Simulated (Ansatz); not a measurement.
BiAu2:
```
BiAu2
1.0
    0.00000     3.97225     3.97225
    3.97225     0.00000     3.97225
    3.97225     3.97225     0.00000
Bi Au
2 4
Cartesian
  0.00000   0.00000   0.00000
  1.98612   1.98612   1.98612
  2.97919   2.97919   4.96531
  2.97919   4.96531   2.97919
  4.96531   4.96531   4.96531
  4.96531   2.97919   2.97919
```

Relaxed with PBEsol. Special points in fractions of this cell's reciprocal vectors: Γ (0.000, 0.000, 0.000); X (0.500, 0.000, 0.500); U (0.625, 0.250, 0.625); K (0.375, 0.375, 0.750); L (0.500, 0.500, 0.500); W (0.500, 0.250, 0.750).

Q: List the band energies nearest the Fermi level at these points for the program Ansatz at the PBEsol with spin–orbit coupling level (PAW).

A: In eV from the Fermi level; about four levels below and three above (degenerate sets whole), none deeper than 8.9 eV; points with the same levels are listed once.

| k | below | above |
|---|---|---|
| Γ | -1.37 -1.37 -1.37 -1.37 -0.58 -0.58 | 0.01 0.01 0.67 0.67 0.67 0.67 |
| X | -1.28 -1.28 -1.28 -1.28 | 1.03 1.03 1.03 1.03 |
| U | -1.28 -1.28 -1.11 -1.11 | 0.05 0.05 0.31 0.31 |
| L | -1.72 -1.72 -1.40 -1.40 | 0.20 0.20 0.44 0.44 |
| W | -0.47 -0.47 -0.29 -0.29 | 2.44 2.44 2.84 2.84 |

Space group Fd-3m (cubic Laves (MgCu2 type)). The first step of the workflow began from a Materials Project structure, measured or hypothetical; the Crystallography Open Database files this formula in space group No. 227, but the cells were not matched. Whether it is the stable phase at ambient conditions was not checked. The PBEsol relaxation kept the symmetry of its start; of distortions, only those at the zone centre were tested.

Potentials: the later of the program's two PAW sets.
